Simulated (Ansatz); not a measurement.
## AlGa5Sb6: rattling a relaxed structure

The cell was found from a structure generator's guess, not taken from experiment.

Method: Ansatz 0.2.0, DFT PBE, scalar-relativistic, plane waves, PAW. Cutoff 420 eV; k points 8×8×2 on the computed 12-atom cell (Γ-centred); Gaussian smearing, width 0.10 eV; no spin polarisation.

The cell below (12 atoms, space group P-4m2 (No. 115)) is relaxed within its symmetry.

```
Al Ga Sb
1.0
     4.39824    0.00000    0.00000
     0.00000    4.39824    0.00000
     0.00000    0.00000   18.63138
Al Ga Sb
1 5 6
Direct
  0.00000 0.00000 0.00000
  0.00000 0.00000 0.66656
  0.50000 0.50000 0.83303
  0.50000 0.50000 0.16697
  0.00000 0.00000 0.33344
  0.50000 0.50000 0.50000
  0.50000 0.00000 0.74980
  0.00000 0.50000 0.91654
  0.50000 0.00000 0.08346
  0.00000 0.50000 0.25020
  0.50000 0.00000 0.41672
  0.00000 0.50000 0.58328
```

For the test it was strained at random (σ = 1.5 % a component), the atoms were moved at random (σ = 0.15 Å), and all was relaxed again on a coarse 6×6×2 mesh (in the run’s order of axes) with 0.20 eV smearing, with no symmetry imposed.

These runs have no spin–orbit coupling, which can matter for Sb.

Question: What happens?

Answer: It returns, within 1 meV/atom of the unmoved cell on that mesh and with the same symmetry when read at 0.1 Å. No instability shows in this cell; modes of other wave vectors, which need another repeat, aren't tested.
